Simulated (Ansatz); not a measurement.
V2O5 — coordination and 17O quadrupole coupling

Cell: a COD entry.

```cif
data_V2O5
_symmetry_space_group_name_H-M 'Pmn2_1'
_symmetry_Int_Tables_number 31
_cell_length_a 11.5440
_cell_length_b 4.3830
_cell_length_c 3.5710
_cell_angle_alpha 90.000
_cell_angle_beta 90.000
_cell_angle_gamma 90.000
loop_
_atom_site_label
_atom_site_type_symbol
_atom_site_symmetry_multiplicity
_atom_site_Wyckoff_symbol
_atom_site_fract_x
_atom_site_fract_y
_atom_site_fract_z
V V 4 b 0.1487 0.3913 0.0000
O5 O 4 b 0.1457 0.0303 0.0295
O9 O 4 b 0.3191 0.5027 0.0049
O13 O 2 a 0.0000 0.4995 0.0025
```

One atom of each set is listed.

All values are calculated (Ansatz; DFT, PBE, plane waves and PAW (field gradients read without the response of the frozen cores, which leaves them typically 4 to 6 % off), scalar-relativistic, 420 eV cutoff, Γ-centred 2×5×6 k-points, Fermi–Dirac smearing 0.02 eV), not measured.

Q(17O) = -25.58 mb.

**Question.** Rank these O sites by |C_Q|, smallest first.
A. O13: 2 V at 1.78 Å, angle 149°
B. O9: 3 V at 1.87–2.03 Å
C. O5: 1 V at 1.59 Å

**Answer.** C (0.690 MHz, η = 0.77), B (3.29 MHz, η = 0.69), A (3.83 MHz, η = 0.02).

At O13 V_zz points along the bisector of its two bonds (within 5°). Like point charges on the first shell alone (each adding as 1/d³) would give another order (O9 < O5 < O13): the covalent part of each bond and the atoms beyond the first shell count as well.

The largest force is 0.4 eV/Å, so the atoms aren't at the calculated equilibrium and relaxing them would move these values.
